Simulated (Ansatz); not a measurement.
One starting cell of Zn (a generated cell, Zn built in the hcp structure type) was relaxed twice with Ansatz (plane waves, PAW, scalar-relativistic): with PBEsol at 420 eV and with PBE at 420 eV. The PBEsol result:

```
CELL_PARAMETERS angstrom
      2.63545     0.00000     0.00000
     -1.31772     2.28236     0.00000
      0.00000     0.00000     4.65791
ATOMIC_POSITIONS crystal
  Zn 0.33333 0.66667 0.75000
  Zn 0.66667 0.33333 0.25000
```

```json
[
 {"quantity": "space group", "PBEsol": "P6₃/mmc", "PBE": "P6₃/mmc"},
 {"quantity": "volume (Å³/atom)", "PBEsol": "14.01", "PBE": "___"},
 {"quantity": "gap (eV, no spin-orbit coupling)", "PBEsol": "0.00", "PBE": "___"},
 {"quantity": "pressure at 70 % of the level's own volume (GPa)", "PBEsol": "82.7", "PBE": "___"},
 {"quantity": "pressure at 80 % of the level's own volume (GPa)", "PBEsol": "37.3", "PBE": "___"}
]
```

**Question.** What does PBE give for the same quantities?

**Answer.** 
- volume (Å³/atom), PBE: 15.46
- gap (eV, no spin-orbit coupling), PBE: 0.00
- pressure at 70 % of the level's own volume (GPa), PBE: 64.5
- pressure at 80 % of the level's own volume (GPa), PBE: 28.9

Both levels end in the same structure; PBE's volume is 10.4 % larger; so large a difference can point to a flat energy valley, in which neither volume is well fixed. Neither column is exact.

No spin polarisation in the result.

The run could not lose the symmetry of its start.

All atoms sit on sites fixed by symmetry, so only the cell could relax.

Ansatz is a program for electronic structure.
